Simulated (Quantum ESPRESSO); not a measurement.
Kohn-Sham bands of Rb₂Te (anti-fluorite)

```yaml
crystal:
  lattice:
    - [0.00000, 4.28111, 4.28111]
    - [4.28111, 0.00000, 4.28111]
    - [4.28111, 4.28111, 0.00000]
  atoms:
    - { symbol: Rb, position: [0.25000, 0.25000, 0.25000] }
    - { symbol: Rb, position: [0.75000, 0.75000, 0.75000] }
    - { symbol: Te, position: [0.00000, 0.00000, 0.00000] }
```

Cell from Materials Project (mp-441), symmetrised, no further relaxation. Not found in the COD (Crystallography Open Database) copy used; not checked further. Computed values, not measurements, from PBEsol: Quantum ESPRESSO (norm-conserving PseudoDojo potentials, cutoff 66 Ry, no spin polarisation, no spin-orbit coupling) on a Γ-centred 6×6×6 mesh, then Wannier90. Density: 6×6×6 mesh, cold smearing 0.01 Ry. Spin-orbit coupling is left out although heavy elements are present.

Energies are relative to the valence-band maximum; weights are on the orthonormalised atomic waves of the pseudopotential files, averaged over the group. 34 electrons a cell are treated as valence.

Q: Into which isolated groups do the bands fall, where do they lie and what are they made of?

A: 
| bands | from (eV) | to (eV) | filling | weight on atomic waves |
|---|---|---|---|---|
| 1–5 | -34.26 | -34.26 | filled | Te 4d 100 % |
| 6–7 | -26.39 | -26.36 | filled | Rb 4s 98 % |
| 8–13 | -10.77 | -10.36 | filled | Rb 4p 98 % |
| 14 | -8.57 | -8.33 | filled | Te 5s 87 %, Rb 5s 7 %, Rb 4p 6 % |
| 15–17 | -0.76 | 0.00 | filled | Te 5p 87 %, Rb 5s 9 % |

The Kohn-Sham gap over both meshes and the path is 1.83 eV.
